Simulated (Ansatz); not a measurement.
input.yaml

```yaml
crystal:
  lattice:
    - [7.88015, -4.13094, 0.0]
    - [7.88015, 4.13094, 0.0]
    - [-4.92271, 0.0, 10.308126]
  atoms:
    - { symbol: Te, position: [0.097883, 0.902117, 0.25] }
    - { symbol: Te, position: [0.902117, 0.097883, 0.75] }
    - { symbol: C, position: [0.504933, 0.760085, 0.533473] }
    - { symbol: C, position: [0.239915, 0.495067, 0.966527] }
    - { symbol: C, position: [0.495067, 0.239915, 0.466527] }
    - { symbol: C, position: [0.760085, 0.504933, 0.033473] }
    - { symbol: S, position: [0.502437, 0.734541, 0.386213] }
    - { symbol: S, position: [0.265459, 0.497563, 0.113787] }
    - { symbol: S, position: [0.497563, 0.265459, 0.613787] }
    - { symbol: S, position: [0.734541, 0.502437, 0.886213] }
    - { symbol: I, position: [0.019623, 0.235952, 0.440691] }
    - { symbol: I, position: [0.764048, 0.980377, 0.059309] }
    - { symbol: I, position: [0.980377, 0.764048, 0.559309] }
    - { symbol: I, position: [0.235952, 0.019623, 0.940691] }
    - { symbol: "N", position: [0.592029, 0.772219, 0.66398] }
    - { symbol: "N", position: [0.227781, 0.407971, 0.83602] }
    - { symbol: "N", position: [0.407971, 0.227781, 0.33602] }
    - { symbol: "N", position: [0.772219, 0.592029, 0.16398] }
    - { symbol: "N", position: [0.427195, 0.783003, 0.627879] }
    - { symbol: "N", position: [0.216997, 0.572805, 0.872121] }
    - { symbol: "N", position: [0.572805, 0.216997, 0.372121] }
    - { symbol: "N", position: [0.783003, 0.427195, 0.127879] }
basis:
  ecutwfc: 420
kpoints:
  mp_grid: { grid: [6, 6, 4] }
hamiltonian:
  xc: pbesol
scf:
  occupations: { method: gaussian, width: 0.1 }
output:
  forces: true
  stress: true
  eigenvalues: true
  populations: true
```

Command:
```bash
ansatz run input.yaml --threads 4 --pin off --max-ram 7168MiB --backend cpu --events-out ev --progress --plain --runs-dir out
```

Method: Ansatz 0.2.0, DFT PBEsol, scalar-relativistic, plane waves, PAW.

From the run's log, abridged:

```
Pseudopotentials: kind: paw
Pseudopotential: Te, paw, valence charge 16, recommended cutoff 420 eV (normal)
Pseudopotential: C, paw, valence charge 4, recommended cutoff 420 eV (normal)
Pseudopotential: S, paw, valence charge 6, recommended cutoff 420 eV (normal)
Pseudopotential: I, paw, valence charge 17, recommended cutoff 420 eV (normal)
Pseudopotential: N, paw, valence charge 5, recommended cutoff 420 eV (normal)
Functional definition: PBEsol
Crystal: 22 atoms, lattice volume = 671.109 Å³
Basis set: ecut = 420 eV, 13141 PW (Γ), exchange–correlation on 120×120×160 points (8 copies of the dense FFT grid, shifted against one another)
Bands: 112, of which v1, the nominal top of the filled ones, is band 90 counted from 1 (89 counted from 0)
Symmetry: 4 space group operations
Space group: C2/c (ITA 15), of the structure as read, at distance tolerance 8.8e-5 Å
k-points: 47 of 144
Initial density: superposition of atomic densities (neutral atoms: chi_scale 0, normalization atom), corrected by the library's trained network
Initial wavefunctions: pseudopotential atomic-orbital guess
Functional: x = pbesol(κ = 0.804, μ = 0.12345679), c = pbesol(β = 0.046)
SCF iter   1: F=—  HF=-51070.193359 eV  |F-HF|=—  |Δ(HF+E_count)|=         —  Δρ=1.88e-2  dr2=5.88e0  ethr=1.77e-3  ⟨swp⟩=9.9  Hψ=25132  notcnv=0  defer=195
SCF iter   2: F=—  HF=-51068.575226 eV  |F-HF|=—  |Δ(HF+E_count)|=    1.62e0  Δρ=7.70e-3  dr2=7.01e-1  ethr=1.77e-3  ⟨swp⟩=2.1  Hψ=8516  notcnv=0  defer=846
SCF iter   3: F=—  HF=-51068.680343 eV  |F-HF|=—  |Δ(HF+E_count)|=   1.05e-1  Δρ=1.54e-2  dr2=3.36e0  ethr=3.89e-4  ⟨swp⟩=3.0  Hψ=9635  notcnv=0  defer=470  recentre
SCF iter   4: F=—  HF=-51068.502223 eV  |F-HF|=—  |Δ(HF+E_count)|=   1.78e-1  Δρ=5.76e-3  dr2=5.54e-1  ethr=3.89e-4  ⟨swp⟩=2.8  Hψ=7076  notcnv=0  defer=470
SCF iter   5: F=—  HF=-51068.428955 eV  |F-HF|=—  |Δ(HF+E_count)|=   7.33e-2  Δρ=1.00e-3  dr2=1.04e-2  ethr=3.08e-4  ⟨swp⟩=1.0  Hψ=6063  notcnv=0  defer=470
SCF iter   6: F=—  HF=-51068.426933 eV  |F-HF|=—  |Δ(HF+E_count)|=   2.02e-3  Δρ=4.29e-4  dr2=1.08e-3  ethr=5.80e-6  ⟨swp⟩=2.0  Hψ=8046  notcnv=0  defer=470
SCF iter   7: F=—  HF=-51068.427572 eV  |F-HF|=—  |Δ(HF+E_count)|=   6.39e-4  Δρ=4.81e-4  dr2=3.44e-3  ethr=6.02e-7  ⟨swp⟩=2.0  Hψ=7687  notcnv=0  defer=470  recentre
SCF iter   8: F=—  HF=-51068.427441 eV  |F-HF|=—  |Δ(HF+E_count)|=   1.30e-4  Δρ=4.07e-4  dr2=1.99e-3  ethr=6.02e-7  ⟨swp⟩=2.0  Hψ=6381  notcnv=0  defer=470
SCF iter   9: F=—  HF=-51068.427414 eV  |F-HF|=—  |Δ(HF+E_count)|=   2.74e-5  Δρ=1.60e-4  dr2=3.67e-4  ethr=6.02e-7  ⟨swp⟩=1.0  Hψ=4794  notcnv=0  defer=470
SCF iter  10: F=—  HF=-51068.427396 eV  |F-HF|=—  |Δ(HF+E_count)|=   1.79e-5  Δρ=2.36e-5  dr2=4.48e-6  ethr=2.04e-7  ⟨swp⟩=1.0  Hψ=4794  notcnv=0  defer=470
SCF iter  11: F=—  HF=-51068.427722 eV  |F-HF|=—  |Δ(HF+E_count)|=   3.26e-4  Δρ=4.10e-5  dr2=2.55e-5  ethr=2.49e-9  ⟨swp⟩=2.0  Hψ=7624  notcnv=0  defer=470
SCF iter  12: F=—  HF=-51068.427721 eV  |F-HF|=—  |Δ(HF+E_count)|=   1.54e-6  Δρ=1.06e-5  dr2=1.59e-6  ethr=2.49e-9  ⟨swp⟩=1.0  Hψ=4794  notcnv=0  defer=470
SCF iter  13: F=-51068.427720 eV  HF=-51068.427720 eV  |F-HF|=2.90e-8  |Δ(HF+E_count)|=   1.30e-7  Δρ=1.79e-6  dr2=4.04e-8  ethr=5.56e-11  ⟨swp⟩=16.9  Hψ=31189  notcnv=0
SCF 1 converged in 13 iterations: F = -51068.427720 eV  dr2 = 4.04e-8
SCF converged after 13 iterations
Free energy (F): -51068.427720 eV
Harris-Foulkes:  -51068.427720 eV  (|F-HF|=2.90e-8)
Internal energy: -51068.351765 eV  (E = F + TS)
E sigma→0 (E₀):  -51068.389743 eV
Entropy (-TS):   -0.075955 eV (-3.453 meV/atom)
Fermi energy:    1.990590 eV
--- Per-component energies (eV) ---
  E_band       = -3079.367249
  E_kinetic    = 2895.492462
  E_local      = -18780.808486  (includes V_loc(G=0)·N_el)
  E_nonlocal   = -371.845678
  E_hartree    = 8833.898469
  E_xc         = -1775.803257
  E_vxc        = -1873.536088  (∫ρ·V_xc dr)
  E_paw        = -31804.091682  (= ΣΔE_a)
  E_vpaw       = -2616.466279  (= ΣTr[D̂ρ^β])
  E_aug_tail   = 0.000383  (compensation charges beyond the density's cutoff)
  E_ewald      = -10068.149165
  E_core_change = 2.955188  (= ΣΔE_core)
  E_smearing   = -0.075955  (= −TS)
--- Forces (eV/Å), atoms counted from 1 ---
  atom   1  Te     0.00000000    -0.04254920     0.00000000
  atom   2  Te     0.00000000     0.04254920     0.00000000
  atom   3  C     -0.09702747     0.01161423     0.32627580
  atom   4  C      0.09702747     0.01161423    -0.32627580
  atom   5  C      0.09702747    -0.01161423    -0.32627580
  atom   6  C     -0.09702747    -0.01161423     0.32627580
  atom   7  S     -0.02739817     0.14382873    -0.03438232
  atom   8  S      0.02739817     0.14382873     0.03438232
  atom   9  S      0.02739817    -0.14382873     0.03438232
  atom  10  S     -0.02739817    -0.14382873    -0.03438232
  atom  11  I     -0.09071612    -0.09345105    -0.17360201
  atom  12  I      0.09071612    -0.09345105     0.17360201
  atom  13  I      0.09071612     0.09345105     0.17360201
  atom  14  I     -0.09071612     0.09345105    -0.17360201
  atom  15  N     -0.47144775     0.30065906    -0.39114347
  atom  16  N      0.47144775     0.30065906     0.39114347
  atom  17  N      0.47144775    -0.30065906     0.39114347
  atom  18  N     -0.47144775    -0.30065906    -0.39114347
  atom  19  N      0.60761020    -0.25681077     0.03138163
  atom  20  N     -0.60761020    -0.25681077    -0.03138163
  atom  21  N     -0.60761020     0.25681077    -0.03138163
  atom  22  N      0.60761020     0.25681077     0.03138163
--- Stress (GPa, compression-positive) ---
       -0.870089       0.000000      -0.331441
        0.000000      -0.987257       0.000000
       -0.331441       0.000000      -1.026235
  P = ⅓ Tr σ = -0.9612 GPa (-9.612 kbar)
--- Band table (eV; the first three rows and the last of 47) ---
  k-point 0: bands = ["-42.5111", "-42.5111", "-42.5111", "-42.5111", "-42.4429", "-42.4429", "-42.4428", "-42.4428", "-42.4323", "-42.4323", "-42.4321", "-42.4321", "-42.2356", "-42.2356", "-42.2355", "-42.2355", "-42.2354", "-42.2354", "-42.2354", "-42.2354", "-35.2130", "-35.2130", "-35.2129", "-35.2129", "-34.9045", "-34.9045", "-34.8988", "-34.8988", "-34.7994", "-34.7994", "-22.7754", "-22.7745", "-22.7731", "-22.7731", "-13.5090", "-13.5046", "-13.4691", "-13.4252", "-10.7155", "-10.6436", "-10.0745", "-10.0634", "-10.0631", "-10.0588", "-10.0213", "-9.9250", "-8.3728", "-8.3376", "-8.1099", "-7.9669", "-7.9512", "-7.8022", "-6.0694", "-6.0509", "-5.9669", "-5.9480", "-4.9890", "-4.77 ...
  k-point 1: bands = ["-42.5111", "-42.5111", "-42.5111", "-42.5111", "-42.4429", "-42.4429", "-42.4428", "-42.4428", "-42.4323", "-42.4323", "-42.4321", "-42.4321", "-42.2356", "-42.2356", "-42.2355", "-42.2355", "-42.2354", "-42.2354", "-42.2354", "-42.2354", "-35.2130", "-35.2130", "-35.2129", "-35.2129", "-34.9045", "-34.9045", "-34.8988", "-34.8988", "-34.7994", "-34.7994", "-22.7753", "-22.7746", "-22.7731", "-22.7731", "-13.5094", "-13.5070", "-13.4609", "-13.4307", "-10.7057", "-10.6551", "-10.0717", "-10.0623", "-10.0618", "-10.0595", "-10.0088", "-9.9390", "-8.3797", "-8.3531", "-8.0896", "-7.9899", "-7.9171", "-7.8118", "-6.0671", "-6.0538", "-5.9640", "-5.9509", "-4.9478", "-4.75 ...
  k-point 2: bands = ["-42.5111", "-42.5111", "-42.5111", "-42.5111", "-42.4429", "-42.4429", "-42.4428", "-42.4428", "-42.4323", "-42.4323", "-42.4321", "-42.4321", "-42.2356", "-42.2356", "-42.2355", "-42.2355", "-42.2354", "-42.2354", "-42.2354", "-42.2354", "-35.2130", "-35.2130", "-35.2129", "-35.2129", "-34.9045", "-34.9045", "-34.8988", "-34.8988", "-34.7994", "-34.7994", "-22.7750", "-22.7750", "-22.7731", "-22.7731", "-13.5094", "-13.5094", "-13.4447", "-13.4447", "-10.6812", "-10.6812", "-10.0650", "-10.0650", "-10.0612", "-10.0612", "-9.9738", "-9.9738", "-8.3771", "-8.3771", "-8.0408", "-8.0408", "-7.8530", "-7.8530", "-6.0607", "-6.0607", "-5.9575", "-5.9575", "-4.8481", "-4.848 ...
  k-point 46: bands = ["-42.5111", "-42.5111", "-42.5111", "-42.5111", "-42.4429", "-42.4429", "-42.4428", "-42.4428", "-42.4323", "-42.4323", "-42.4321", "-42.4321", "-42.2356", "-42.2356", "-42.2355", "-42.2355", "-42.2354", "-42.2354", "-42.2354", "-42.2354", "-35.2130", "-35.2130", "-35.2129", "-35.2129", "-34.9045", "-34.9045", "-34.8988", "-34.8988", "-34.7994", "-34.7994", "-22.7747", "-22.7747", "-22.7733", "-22.7733", "-13.5092", "-13.5092", "-13.4449", "-13.4449", "-10.6875", "-10.6875", "-10.0899", "-10.0899", "-10.0541", "-10.0541", "-9.9478", "-9.9478", "-8.3538", "-8.3538", "-8.0421", "-8.0421", "-7.8769", "-7.8769", "-6.0293", "-6.0293", "-5.9877", "-5.9877", "-4.8363", "-4.83 ...
--- Löwdin populations: 22 sites ---
  site symbol q [e]
     0     Te     15.6823
     1     Te     15.6823
     2      C      3.8564
     3      C      3.8564
     4      C      3.8564
     5      C      3.8564
     6      S      5.8664
     7      S      5.8664
     8      S      5.8664
     9      S      5.8664
    10      I     17.1666
    11      I     17.1666
    12      I     17.1666
    13      I     17.1666
    14      N      4.9503
    15      N      4.9503
    16      N      4.9503
    17      N      4.9503
    18      N      4.9505
    19      N      4.9505
    20      N      4.9505
    21      N      4.9505
  spilling = 0.008192 (of n_electrons = 180.000000)
```

Self-consistency was reached.

Time: 3.1 min on 4 threads of Arm Neoverse N1, on a shared host, peak memory 3.3 GiB.

 The cell holds molecules, and where no dispersion correction was added their binding is poorly described.